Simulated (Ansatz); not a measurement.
BaS:
```
BaS
1.0
    0.00000     3.21259     3.21259
    3.21259     0.00000     3.21259
    3.21259     3.21259     0.00000
Ba S
1 1
Direct
  0.00000   0.00000   0.00000
  0.50000   0.50000   0.50000
```

Relaxed with r²SCAN. Special points in fractions of this cell's reciprocal vectors: Γ (0.000, 0.000, 0.000); X (0.500, 0.000, 0.500); U (0.625, 0.250, 0.625); K (0.375, 0.375, 0.750); L (0.500, 0.500, 0.500); W (0.500, 0.250, 0.750).

Q: List the band energies nearest the valence-band maximum at these points for r²SCAN with spin–orbit coupling (plane waves, PAW; program Ansatz).

A: In eV from the valence-band maximum; about four levels below and three above (degenerate sets whole), none deeper than 8.9 eV; points with the same levels are listed once.

```
k                    below                          above
-  -----------------------  -----------------------------
Γ      0.00 0.00 0.00 0.00  4.18 4.18 4.32 4.32 4.32 4.32
X  -0.22 -0.22 -0.08 -0.08            2.54 2.54 6.51 6.51
U  -0.59 -0.59 -0.51 -0.51            3.68 3.68 6.31 6.31
L  -1.04 -1.04 -1.01 -1.01            5.89 5.89 6.01 6.01
W  -0.54 -0.54 -0.41 -0.41            4.64 4.64 4.67 4.67
```

Space group Fm-3m (rock salt). The cell was relaxed with r²SCAN under the symmetry of its start; phonons on a q-mesh show no instability.

Potentials: the later of the program's two PAW sets.
